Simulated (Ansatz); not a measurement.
# YCl2: reading a single point

```
Cl Y
1.0
     0.00000    0.00000    5.80972
     5.87418    0.00000    0.00000
     2.93709    5.45015   -2.90486
Cl Y
4 2
Direct
  0.11171 0.09529 0.22342
  0.88829 0.90471 0.77658
  0.38829 0.31871 0.77658
  0.61171 0.68129 0.22342
  0.25000 0.00000 0.00000
  0.75000 0.00000 0.00000
```

The numbers come from plane-wave PAW DFT (Ansatz): r2SCAN, no spin polarisation, 500 eV, 7×7×7 Γ-centred k points, fermi-dirac occupations (width 0.1 eV). Nothing was relaxed.

Question: Which element gives electrons and which takes them?

Answer: Bader charges in e: Y +1.55, Cl -0.78. In the mean Y gives up most and Cl takes most.

Question: Is the cell too large or too small?

Answer: The pressure is 28.0 GPa (compression positive), so with the atoms held at these fractions the cell would first expand; the forces are large, so a full relaxation may end otherwise. The principal stresses 23.0, 23.1, 38.0 GPa differ, so its shape would change too.

Question: Which atom feels the largest force, and which way?

Answer: The largest is on Cl1 (and as large on other atoms): 7.98 eV/Å, components (5.65, 5.63, 0.00). It makes 140° with the line to a nearest neighbour, Y6 at 2.25 Å, pointing away from it.

Question: What happens at the Fermi level?

Answer: It is a metal, with about 3.2 states/eV a cell as the mean within 0.25 eV of the Fermi level, mostly Y d (77 %).

Question: Describe some of the short contacts.

Answer: Cl–Y at 2.25 Å: least valence density 0.67 e/Å³ and ELF 0.25 there. These are pseudo-fields; inside the PAW spheres they differ from the all-electron ones.

Origin: a known structure type with other elements, at an estimated volume, so it need not be a known compound. Caveats: many states at the Fermi level without spin polarisation, so a magnetic state may lie lower; atoms or cell far from equilibrium.
